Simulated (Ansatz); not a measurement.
CoO:
```yaml
crystal:
  lattice:
    - [2.74815, 0.00000, 0.00000]
    - [-1.37407, 2.37997, 0.00000]
    - [0.00000, 0.00000, 5.35073]
  atoms:
    - { symbol: Co, position: [0.00000, 0.00000, 0.00000] }
    - { symbol: Co, position: [0.00000, 0.00000, 0.50000] }
    - { symbol: O, position: [0.33333, 0.66667, 0.25000] }
    - { symbol: O, position: [0.66667, 0.33333, 0.75000] }
```
The run is spin-polarised; directions of the spins, atom by atom: ↑ ↓ 0 0.

Relaxed with PBEsol. Special points in fractions of this cell's reciprocal vectors: Γ (0.000, 0.000, 0.000); M (0.500, 0.000, 0.000); K (0.333, 0.333, 0.000); A (0.000, 0.000, 0.500); L (0.500, 0.000, 0.500); H (0.333, 0.333, 0.500).

List the band energies nearest the Fermi level at these points for the program Ansatz at the PBEsol level (PAW).

In eV from the Fermi level; about four levels below and three above (degenerate sets whole), none deeper than 8.9 eV; … stands for higher levels left out; points with the same levels are listed once.

| k | below | above |
|---|---|---|
| Γ ↑ | -2.10 -2.10 -0.67 -0.58 -0.58 | 1.46 1.46 1.64 |
| M ↑ | -1.94 -1.65 -1.62 -0.78 | 0.25 0.44 1.75 |
| K ↑ | -2.32 -2.32 -2.04 -1.82 -1.82 | 0.03 0.12 0.12 |
| A ↑ | -0.80 -0.80 -0.77 -0.77 | 1.11 1.11 4.10 |
| L ↑ | -1.93 -1.71 -0.90 -0.70 | 0.23 0.31 1.28 |
| H ↑ | -1.52 -1.52 -0.27 -0.27 -0.03 | 1.92 1.92 … |

Space group P6_3/mmc (NiAs type). The start of the workflow was typed in or built on a structure type; neither database checked (COD, Materials Project) lists it. It is not the phase usual at ambient conditions (space group No. 225). The PBEsol relaxation kept the symmetry of its start, as lowered by the spin order; its stability against distortions is not shown here. The final state is antiferromagnetic, chosen from 5 collinear starts compared on coarse meshes (ties went to the first, and starts can fall back to one state), not a proven ground state. No Hubbard U is applied. The compound may be a true metal, but semilocal functionals without U, or a wrong spin order, can also close a gap. Point labels and valley counts follow the cell and symmetry of the run, lower than the named group.

Potentials: the later of the program's two PAW sets.
